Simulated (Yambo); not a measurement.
Na2CO3 (space group C2/m, No. 12), G0W0@LDA in Yambo with this input:

```
rim_cut
gw0
dyson
el_el_corr
HF_and_locXC
ppa
em1d
RandQpts= 1000000
RandGvec= 1 Ry
EXXRLvcs= 88 Ry
VXCRLvcs= 352 Ry
Chimod= "HARTREE"
% BndsRnXp
 5 | 208 |
%
NGsBlkXp= 7 Ry
% LongDrXp
 1.0 | 1.0 | 1.0 |
%
PPAPntXp= 27.2114 eV
% GbndRnge
 1 | 208 |
%
GTermKind= "BG"
DysSolver= "n"
ExtendOut
```

On a 2×2×2 mesh, with wavefunctions cut at 88 Ry, the gap ((0, 0, -0.5) → Γ) is 7.237 eV and the valence edge shifts by -1.713 eV.

**Question.** What happens with this change: 107 bands in W?

**Answer.** The gap rises by 0.157 eV, to 7.394 eV; the shift of the valence edge becomes -1.631 eV. Neither run is shown to be the converged limit.

Geometry of the Materials Project entry, not relaxed at this level; primitive cell a = b = 5.1207 Å, c = 5.9217 Å, α = β = 101.29°, γ = 61.87°.

A shift is the quasiparticle energy of the state minus its LDA energy.
